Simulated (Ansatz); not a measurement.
## What DFT gives for Ba₂BiSb₂

```
Bi Ba Sb
1.0
    -2.38474    3.81739    4.91587
     4.76948    0.00000    0.00000
     2.38474    3.81739   -4.91587
Bi Ba Sb
1 2 2
Direct
  0.00000 0.00000 0.00000
  0.72021 0.22021 0.27979
  0.27979 0.77979 0.72021
  0.70160 0.50000 0.70160
  0.29840 0.50000 0.29840
```

The numbers come from plane-wave PAW DFT (Ansatz): r2SCAN, no spin polarisation, 500 eV, 6×6×6 Γ-centred k points, gaussian occupations (width 0.0144 eV). Nothing was relaxed.

**Question.** Are the atoms at rest?

**Answer.** Nearly at rest: the largest force is 0.020 eV/Å.

**Question.** What happens at the Fermi level?

**Answer.** It is a metal, with about 2.1 states/eV a cell as the mean within 0.25 eV of the Fermi level, mostly Sb p (50 %) and Bi p (26 %).

**Question.** Give the Bader charges.

**Answer.** Bader charges in e: Ba +1.26, Bi -0.44, Sb -1.04. In the mean Ba gives up most and Sb takes most.

**Question.** Is it stable against the elements?

**Answer.** -1.00 eV an atom against the elements' usual phases (free molecules for gases, crystals otherwise, with no correction for O₂ or N₂), so it is bound against them; other compounds may still compete. Relaxing would lower it.

Origin: a database entry at a rescaled volume.
